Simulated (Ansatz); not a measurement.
Relaxing a structure of TlCuF3

The relaxed structure here is a generated cell of TlCuF3: the first start was made by placing the elements on the sites of a structure type, and the end was not matched to a known phase here, so it may be hypothetical.

The start is a generated trial cell of TlCuF3 in the GdFeO3 structure type. A full variable-cell relaxation at zero pressure is run with r2SCAN (plane waves to 500 eV, PAW, scalar-relativistic; Ansatz, a first-principles code). The first steps use a coarse 4×3×4 k-mesh.

Initial structure:
```yaml
crystal:
  lattice:
    - [5.63710, 0.00000, 0.00000]
    - [0.00000, 7.95395, 0.00000]
    - [0.00000, 0.00000, 5.61829]
  atoms:
    - { symbol: Tl, position: [0.48770, 0.25000, 0.99160] }
    - { symbol: Tl, position: [0.98770, 0.25000, 0.50840] }
    - { symbol: Tl, position: [0.51230, 0.75000, 0.00840] }
    - { symbol: Tl, position: [0.01230, 0.75000, 0.49160] }
    - { symbol: Cu, position: [0.00000, 0.00000, 0.00000] }
    - { symbol: Cu, position: [0.50000, 0.50000, 0.50000] }
    - { symbol: Cu, position: [0.00000, 0.50000, 0.00000] }
    - { symbol: Cu, position: [0.50000, 0.00000, 0.50000] }
    - { symbol: F, position: [0.03130, 0.25000, 0.05860] }
    - { symbol: F, position: [0.53130, 0.25000, 0.44140] }
    - { symbol: F, position: [0.96870, 0.75000, 0.94140] }
    - { symbol: F, position: [0.46870, 0.75000, 0.55860] }
    - { symbol: F, position: [0.28800, 0.53700, 0.21300] }
    - { symbol: F, position: [0.78800, 0.96300, 0.28700] }
    - { symbol: F, position: [0.71200, 0.03700, 0.78700] }
    - { symbol: F, position: [0.21200, 0.46300, 0.71300] }
    - { symbol: F, position: [0.71200, 0.46300, 0.78700] }
    - { symbol: F, position: [0.21200, 0.03700, 0.71300] }
    - { symbol: F, position: [0.28800, 0.96300, 0.21300] }
    - { symbol: F, position: [0.78800, 0.53700, 0.28700] }
```

- Initial pressure = +10.4 GPa (positive: the cell is compressed)
- Largest initial force = 1.03 eV/Å, on F13, F14, F15, F16, F17, F18, F19, F20 (atoms numbered as listed)
- Outcome = The space group goes from Pnma (No. 62) to P4/mbm (No. 127), with 10 atoms in the primitive magnetic cell
- Volume change = +13.7 %, from 12.60 to 14.33 Å³/atom
- Band gap at the end = 0.69 eV, indirect (valence top at k = (0.1667, 0.1667, 0.4), conduction bottom at Γ) (no spin-orbit coupling)
- Optimiser moves = 28

It ends as:

Space group P4/mbm (No. 127); a = 6.017 Å, b = 6.017 Å, c = 3.957 Å, α = 90.00°, β = 90.00°, γ = 90.00°

```tsv
atom	site	symmetry	x	y	z
Tl	2b	4/m..	0.5000	0.5000	0.5000
Cu	2d	m.mm	0.0000	0.5000	0.0000
F	2c	m.mm	0.0000	0.5000	0.5000
F	4g	m.2m	0.2214	0.2786	0.0000
```

Final values are on a 6×6×10 k-mesh of the relaxed cell. The first round had no spin; a later round switched it on. Spin state reached: ferromagnetic (net 0.20 μB/atom); other spin orders were not run from this start. The d or f electrons are treated with no Hubbard U. Without spin-orbit coupling the bands of the heavy element are not split, so the gap can be far off.

The run could not lose the symmetry of its start, so the end can be a saddle point.
